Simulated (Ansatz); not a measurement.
Relaxed-ion elastic tensor of Al in space group Fd-3m (No. 227; Al on 8a, Al on 16d) in GPa (Voigt order), the program Ansatz at the r²SCAN level (PAW); density 2.68 g/cm³, 16.71 Å³ per atom.

|  | 1 | 2 | 3 | 4 | 5 | 6 |
|---|---|---|---|---|---|---|
| 1 | 109 | 65.6 | 65.6 | 0.0 | 0.0 | 0.0 |
| 2 | 65.6 | 109 | 65.6 | 0.0 | 0.0 | 0.0 |
| 3 | 65.6 | 65.6 | 109 | 0.0 | 0.0 | 0.0 |
| 4 | 0.0 | 0.0 | 0.0 | 40.4 | 0.0 | 0.0 |
| 5 | 0.0 | 0.0 | 0.0 | 0.0 | 40.4 | 0.0 |
| 6 | 0.0 | 0.0 | 0.0 | 0.0 | 0.0 | 40.4 |

Is the crystal mechanically stable?

Yes: the smallest eigenvalue of C is 40.4 GPa.

Work out the Voigt, Reuss and Hill averages.

K_V = 80.0, K_R = 80.0, K_H = 80.0; G_V = 32.9, G_R = 30.0, G_H = 31.4 GPa.

Give Young's modulus, Poisson's ratio, Pugh's ratio and the universal anisotropy index.

E = 9KG/(3K + G) = 83.3 GPa; ν = 0.33; K/G = 2.55 (ductile by the Pugh limit of 1.75); A_U = 5G_V/G_R + K_V/K_R − 6 = 0.49.

Estimate the sound speeds and the Debye temperature.

v_l = √((K + 4G/3)/ρ) = 6740 m/s, v_t = √(G/ρ) = 3420 m/s, mean 3840 m/s; Θ = (h/k)(3n/4πV)^(1/3) v_m = 447 K.

Give the Zener ratio and Young's modulus along [100], [110] and [111].

A = 2C44/(C11 − C12) = 1.87; 1/E = S11 − 2(S11 − S12 − S44/2)Γ with Γ = 0, 1/4, 1/3 gives 59.4, 87.4, 104 GPa.

Solve the Christoffel equation for the three sound speeds along [100], [110], [111].

Eigenvalues of C_ijkl n_j n_l equal ρv². In km/s, slowest first: [100] 3.88, 3.88, 6.37; [110] 2.84, 3.88, 6.90; [111] 3.22, 3.22, 7.07.

The start of the workflow was typed in or built on a structure type; neither database checked (COD, Materials Project) lists it. It is not the phase usual at ambient conditions (space group No. 225). The cell was relaxed with r²SCAN under the symmetry of its start; whether a distortion lowers the energy is not shown. As this level gives no gap, shear constants depend on the k-mesh and smearing (Fermi–Dirac, 0.1 eV here).

Potentials: the earlier of the program's two PAW sets.
